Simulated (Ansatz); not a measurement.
Exchange couplings of EuSn (Cmcm)

The source of the geometry is a structure from the Materials Project; atoms and cell stay fixed.

Settings: LDA, 6×6×6 k mesh, Fermi–Dirac smearing of 0.1 eV. PAW means Ansatz 0.2.0 on its default frozen-core files. Site moments are integrated in spheres about the atoms.

The input and its command:

```yaml
crystal:
  lattice:
    - [2.4652846064, -5.9210169305, 0.0]
    - [2.4652846064, 5.9210169305, 0.0]
    - [0.0, 0.0, 4.45639327]
  atoms:
    - { symbol: Eu, position: [0.86476773, 0.13523227, 0.25], spin: 6.8 }
    - { symbol: Eu, position: [0.13523227, 0.86476773, 0.75], spin: 6.8 }
    - { symbol: Sn, position: [0.41906496, 0.58093504, 0.75] }
    - { symbol: Sn, position: [0.58093504, 0.41906496, 0.25] }
magnetization:
  spin_polarized: true
kpoints:
  mp_grid: { grid: [6, 6, 6] }
  band_path:
    path:
      - [0.0, 0.0, 0.0]
      - [-0.5, 0.5, 0.0]
      - [-0.2933392639, 0.7066607361, 0.0]
      - [0.2933392639, 0.2933392639, 0.0]
      - [0.0, 0.0, 0.0]
      - [0.0, 0.0, 0.5]
      - [0.2933392639, 0.2933392639, 0.5]
      - [-0.2933392639, 0.7066607361, 0.5]
      - [-0.5, 0.5, 0.5]
    npoints: 8
scf:
  occupations: { method: fermi_dirac, width: 0.1 }
hamiltonian:
  xc: lda
  pseudopotentials: { kind: paw }
output:
  eigenvalues: false
  eigenstates:
    nscf_kmesh: { grid: [6, 6, 6] }
    top_band: c77
    exchange_couplings: { magnetic: [{ species: Eu }] }
```

Command: `ansatz run input.yaml --threads 2 --pin off --max-ram 6144MiB --backend cpu --events-out ev --progress --plain --runs-dir out`

Site moments (μB): Eu1 6.82, Eu2 6.82, Sn3 -0.02, Sn4 -0.02. Cell moment 14.13 μB.

Couplings come from the force theorem (directions of the magnetic atoms constrained, all else relaxed) on a 6×6×6 mesh, with E = −Σ J e_i·e_j over ordered pairs of unit vectors, so positive J favours parallel moments.

```csv
pair,count,J PAW (meV)
Eu1–Eu at 3.90 Å,2,+0.85
Eu1–Eu at 4.29 Å,4,+1.41
Eu1–Eu at 4.46 Å,2,+0.33
Eu1–Eu at 4.93 Å,2,+0.43
Eu1–Eu at 6.29 Å,4,-0.19
Eu1–Eu at 6.41 Å,4,+0.12
Eu1–Eu at 6.65 Å,4,-0.05
Eu1–Eu at 7.41 Å,2,+0.35
```

Question: What ordering temperature follows for classical moments?

Answer: 87.7 K in mean field, and 69.5 K by Tyablikov's decoupling, from all shells, not only those listed. Mean field overestimates it as a rule, and the couplings show only that this order is stable against small turns, not that no other order lies lower.

The couplings come from one mesh, and their convergence in k wasn't tested.

The PAW files were made with PBE; the program remakes their cores once for the run's functional and then keeps them frozen. Without U a semilocal functional puts the f levels too near the Fermi level, which can change moments and the order of magnetic states; site and cell moments are spin moments. Spin–orbit coupling is left out although heavy atoms are present. With open f shells a run can end in a state that isn't the lowest. The magnetic state is the one that this cell and start allow. It needn't be the compound's measured order, which may need a larger cell or be absent.
